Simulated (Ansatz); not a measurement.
**PbF2 at 5 GPa (stress–strain coefficients): relaxed-ion elastic tensor**

Level of theory: DFT PBE+D3(BJ), scalar-relativistic, plane waves, PAW (Ansatz 0.2.0). Settings: 420 eV plane-wave cutoff, Γ-centred 8×8×8 mesh, fixed occupations. No spin polarisation.

The cell, relaxed at 5 GPa:
```xyz
3
Lattice="0.0000 2.9208 2.9208 2.9208 0.0000 2.9208 2.9208 2.9208 0.0000" Properties=species:S:1:pos:R:3 pbc="T T T"
Pb    0.0000    0.0000    0.0000
F     1.4604    1.4604    1.4604
F     4.3812    4.3812    4.3812
```

Spin–orbit coupling is left out, which can shift energies with elements as heavy as these. Other phases may be more stable at this pressure.

Q: Give the relaxed-ion elastic constants (GPa, Voigt order xx yy zz yz xz xy, on the axes of the cell above).

A:
```
126.2  76.4  76.4   0.0   0.0   0.0
 76.4 126.2  76.4   0.0   0.0   0.0
 76.4  76.4 126.2   0.0   0.0   0.0
  0.0   0.0   0.0  21.7   0.0   0.0
  0.0   0.0   0.0   0.0  21.7   0.0
  0.0   0.0   0.0   0.0   0.0  21.7
```

Q: Is the crystal stable against homogeneous strain?

A: Yes: the least eigenvalue of the tensor is 21.7 GPa.

Q: And the moduli of a polycrystal (Hill averages)?

A: B = 93 GPa, G = 23 GPa, E = 64 GPa, ν = 0.39.

Cost: 1 run of about 1.1 core-minutes, on Arm Neoverse N1 (shared hosts).